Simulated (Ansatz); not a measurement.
Geometry optimisation in Ansatz: input, command and trajectory.

```yaml
crystal:
  lattice:
    - [2.6504116192, 0.0, 0.0]
    - [-1.3252058096, 2.2953237927, 0.0]
    - [0.0, 0.0, 8.6455258956]
  atoms:
    - { symbol: Rh, position: [0.0, 0.0, 0.0] }
    - { symbol: Rh, position: [0.3333333333, 0.6666666667, 0.25] }
    - { symbol: Rh, position: [0.0, 0.0, 0.5] }
    - { symbol: Rh, position: [0.6666666667, 0.3333333333, 0.75] }
basis:
  ecutwfc: 420
kpoints:
  mp_grid: { grid: [18, 18, 6] }
hamiltonian:
  xc: pbesol
scf:
  occupations: { method: gaussian, width: 0.1 }
output:
  forces: true
  stress: true
  eigenvalues: true
relax:
  adjacent_minimum: "off"
  f_tol: 0.008
  max_steps: 50
  cell: { stress_tol: 0.08, p_target: 3.0 }
```

```bash
ansatz run input.yaml --threads 1 --pin off --max-ram 2560MiB --backend cpu --events-out ev --progress --plain --runs-dir out
```

Computed with DFT PBEsol, scalar-relativistic, plane waves, PAW (Ansatz 0.2.0).

Of 5 frames 5 are shown, positions in Å and forces in eV/Å; the SCF threshold varies from step to step. Steps run on the plane waves of an earlier cell, with a Pulay correction in the pressure. The basis is chosen afresh for the last frame, the zero of the energies, and at times for earlier ones too; energy and pressure step there, also at an unchanged geometry. The relaxation lowers the enthalpy F + PV at the target pressure, so the free energy itself can rise.

```xyz
4
Lattice="2.6504 0.0000 0.0000 -1.3252 2.2953 0.0000 0.0000 0.0000 8.6455" Properties=species:S:1:pos:R:3:forces:R:3 pbc="T T T" step=1 free_energy_over_end_meV_per_atom=8.95 pressure_GPa=8.93
Rh    0.0000    0.0000    0.0000    0.0000    0.0000    0.0000
Rh    0.0000    1.5302    2.1614    0.0000    0.0000    0.0000
Rh    0.0000    0.0000    4.3228    0.0000    0.0000    0.0000
Rh    1.3252    0.7651    6.4841    0.0000    0.0000    0.0000
4
Lattice="2.6801 0.0000 0.0000 -1.3401 2.3210 0.0000 0.0000 0.0000 8.7418" Properties=species:S:1:pos:R:3:forces:R:3 pbc="T T T" step=2 free_energy_over_end_meV_per_atom=-0.64 pressure_GPa=-1.49
Rh    0.0000    0.0000    0.0000    0.0000    0.0000    0.0000
Rh    0.0000    1.5474    2.1854    0.0000    0.0000    0.0000
Rh    0.0000    0.0000    4.3709    0.0000    0.0000    0.0000
Rh    1.3401    0.7737    6.5563    0.0000    0.0000    0.0000
4
Lattice="2.6672 0.0000 0.0000 -1.3336 2.3098 0.0000 0.0000 0.0000 8.6996" Properties=species:S:1:pos:R:3:forces:R:3 pbc="T T T" step=3 free_energy_over_end_meV_per_atom=0.02 pressure_GPa=2.83
Rh    0.0000    0.0000    0.0000    0.0000    0.0000    0.0000
Rh    0.0000    1.5399    2.1749    0.0000    0.0000    0.0000
Rh    0.0000    0.0000    4.3498    0.0000    0.0000    0.0000
Rh    1.3336    0.7699    6.5247    0.0000    0.0000    0.0000
4
Lattice="2.6667 0.0000 0.0000 -1.3333 2.3094 0.0000 0.0000 0.0000 8.6979" Properties=species:S:1:pos:R:3:forces:R:3 pbc="T T T" step=4 free_energy_over_end_meV_per_atom=0.15 pressure_GPa=3.01
Rh    0.0000    0.0000    0.0000    0.0000    0.0000    0.0000
Rh    0.0000    1.5396    2.1745    0.0000    0.0000    0.0000
Rh    0.0000    0.0000    4.3490    0.0000    0.0000    0.0000
Rh    1.3333    0.7698    6.5234    0.0000    0.0000    0.0000
4
Lattice="2.6667 0.0000 0.0000 -1.3333 2.3094 0.0000 0.0000 0.0000 8.6979" Properties=species:S:1:pos:R:3:forces:R:3 pbc="T T T" step=5 free_energy_over_end_meV_per_atom=0.00 pressure_GPa=3.00
Rh    0.0000    0.0000    0.0000    0.0000    0.0000    0.0000
Rh    0.0000    1.5396    2.1745    0.0000    0.0000    0.0000
Rh    0.0000    0.0000    4.3490    0.0000    0.0000    0.0000
Rh    1.3333    0.7698    6.5234    0.0000    0.0000    0.0000
```

The run took 2.3 min on 1 thread of AMD EPYC (Zen 3), on a shared host, peak memory 0.52 GiB.